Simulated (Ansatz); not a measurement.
CO₂: a ladder of calculations

Cell of run 1: a COD entry (listed for 1.0 GPa).

Space group Pa-3 (No. 205); a = 5.4942 Å.

| site | Wyckoff | site symmetry | x | y | z |
| --- | --- | --- | --- | --- | --- |
| C | 4a | .-3. | 0.0000 | 0.0000 | 0.0000 |
| O | 8c | .3. | 0.1207 | 0.1207 | 0.1207 |

One atom of each set is listed.

Relaxed positions (PBE, cell held):

C (0.0000, 0.0000, 0.0000)
O (0.1227, 0.1227, 0.1227)

All runs are DFT with Ansatz 0.2.0 (plane waves and PAW, scalar-relativistic unless spin–orbit coupling is named, Γ-centred meshes, Fermi–Dirac smearing where given) in this cell.

Run 1: PBE, atoms as given; 420 eV, 5×5×5 k-points, smearing 0.02 eV.
Run 2: PBE, atoms relaxed; 420 eV, 5×5×5 k-points, smearing 0.02 eV.
Run 3: r2SCAN, at the relaxed atoms; 500 eV, 5×5×5 k-points, smearing 0.02 eV.
Run 4: PBE, gradients read without the response of the cores, at the relaxed atoms; 420 eV, 5×5×5 k-points, smearing 0.02 eV.

```tsv
run	C V_zz (η)	O V_zz (η)
1	-3.02 (0.00)	6.32 (0.00)
2	-2.94 (0.00)	7.18 (0.00)
3	-3.56 (0.00)	7.74 (0.00)
4	?	?
```

V_zz in 10²¹ V/m².

**Question.** Estimate the row of run 4.

**Answer.** C: -2.64 (0.00); O: 7.52 (0.00). It lies nearest to run 2, from whose tensors on these sites it differs by 0.34 at most (largest principal value of the difference, on O). Taken one at a time, the positions of the atoms (as given or relaxed) move the tensors on these sites by up to 0.86 (largest principal value of the change, on O), the functional (r2SCAN with its higher cutoff) by 0.63 (C), the response of the cores by 0.34 (O).

In runs 1, 3 the atoms aren't at the calculated equilibrium (largest force 2.1, 0.84 eV/Å). The cell isn't the equilibrium one in run 1 (calculated pressure 8 GPa), and the entry's cell may itself be off.
